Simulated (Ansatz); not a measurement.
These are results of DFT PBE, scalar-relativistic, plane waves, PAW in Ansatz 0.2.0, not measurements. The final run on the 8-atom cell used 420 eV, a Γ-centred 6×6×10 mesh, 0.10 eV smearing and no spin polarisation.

Formation energies are uncorrected and count from the elements' standard states at the same level.

Question: Suggest a trial structure for a hexagonal metal that holds O and 2 more elements, with a formation energy near −1.11 eV/atom and a density near 3.70 g/cm³, in a cell of 8 atoms.

Answer: KSb2O5, space group P6/mmm (No. 191). K has 18 O at 3.95–3.97 Å and 2 K at 4.01 Å; Sb is surrounded by 5 O at 1.98–2.00 Å; O on a site of symmetry -6m2 has 2 Sb at 2.00 Å, 6 O at 2.82 Å, 3 K at 3.95 Å and 5 O at 3.95–4.01 Å; around O on a site of symmetry mmm lie 2 Sb at 1.98 Å, 4 O at 2.82 Å, 4 O at 3.42 Å and 4 K at 3.97 Å.

```cif
data_structure
_symmetry_space_group_name_H-M 'P6/mmm'
_symmetry_Int_Tables_number 191
_cell_length_a 6.8485
_cell_length_b 6.8485
_cell_length_c 4.0088
_cell_angle_alpha 90.000
_cell_angle_beta 90.000
_cell_angle_gamma 120.000
_cell_volume 162.83
loop_
_atom_site_label
_atom_site_type_symbol
_atom_site_symmetry_multiplicity
_atom_site_Wyckoff_symbol
_atom_site_fract_x
_atom_site_fract_y
_atom_site_fract_z
_atom_site_occupancy
K1 K 1 a 0.00000 0.00000 0.00000 1
Sb1 Sb 2 d 0.33333 0.66667 0.50000 1
O1 O 2 c 0.33333 0.66667 0.00000 1
O2 O 3 g 0.00000 0.50000 0.50000 1
```

- Volume per atom: 20.35 Å³
- Density: 3.70 g/cm³
- Formation energy: −1.11 eV/atom
- Gap on the 6×6×10 mesh of the 8-atom cell: 0 eV (a metal)

The structure comes from a generated guess, relaxed at this level; another structure or a mixture of phases may lie lower. The answer needn't be unique; the calculation gave this one.

These runs have no spin–orbit coupling, which can matter for Sb. An odd number of electrons in the primitive cell allows no gap without spin; a larger cell or a magnetic state could open one. Symmetry constrained the relaxation, so the result can be a saddle point.
